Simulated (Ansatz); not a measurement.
PbS (rock salt)

```
CELL_PARAMETERS angstrom
      0.00000     5.97499     5.97499
      2.98749     2.98749     5.97499
      2.98749     2.98749     0.00000
ATOMIC_POSITIONS crystal
  S  0.00000 0.00000 0.00000
  S  0.50000 0.00000 0.00000
  Pb 0.00000 0.50000 0.50000
  Pb 0.50000 0.50000 0.50000
```

A phonon eigenvector at X = (0.5, 0.5, 0.0) is frozen into this cell: atom i moves by Q times the vector below, so Q is the largest atomic displacement, in Å. The cell is held. It is one choice among 2 degenerate patterns. (q is in reciprocal vectors of the primitive cell; the cell shown is doubled to hold the pattern.)

| atom | x | y | z |
|---|---|---|---|
| S1 | 0.000 | -0.225 | 0.000 |
| S2 | 0.000 | 0.225 | 0.000 |
| Pb3 | 0.000 | -1.000 | 0.000 |
| Pb4 | 0.000 | 1.000 | 0.000 |

Level of theory: r2SCAN (plane waves to 500 eV, PAW, scalar-relativistic; Ansatz, a quantum-chemistry and plane-wave program). k mesh 10×10×10 (Γ-centred), Fermi-Dirac smearing 0.05 eV. E stands for the smeared free energy. Compression counts positive. PbS was relaxed with its symmetry unable to fall. Spin-orbit coupling is left out, though Pb is heavy. The PAW data are Ansatz's earlier set. ΔE is measured from the undisplaced structure.

```csv
Q (Å),ΔE (eV/cell),P (GPa),−dE/dQ from forces (eV/Å)
-0.180,0.0487,0.94,0.699
-0.150,0.0308,0.65,0.503
-0.120,0.0181,0.41,0.349
-0.090,0.0095,0.23,0.231
-0.060,0.0040,0.10,0.139
-0.030,0.0010,0.03,0.065
0.000,0.0000,0.00,0.000
0.030,0.0010,0.03,-0.065
0.060,0.0040,0.10,-0.139
0.090,0.0095,0.23,-0.231
0.120,0.0181,0.41,-0.349
0.150,0.0308,0.65,-0.503
0.180,0.0487,0.94,-0.699
```

Derived quantities:

```
Property                                                                                                              Value
-----------------------------------------------------------  --------------------------------------------------------------
Energy at Q = 0.180 Å                                                                                         48.7 meV/cell
Space group of the distorted cell                                                         Cmcm (No. 63), lowered from Fm-3m
Symmetry of the curve                                                                         even: the same for both signs
Shape of the curve                                           a single well with its minimum at or next to zero displacement
Harmonic wavenumber from the curvature (finite differences)                                                         37 cm⁻¹
Wavenumber by perturbation theory (DFPT, on another k mesh)                                                         37 cm⁻¹
```

(For displaced atoms, the force is minus the slope of the energy, and its curvature is a force constant, which sets phonon frequencies.)
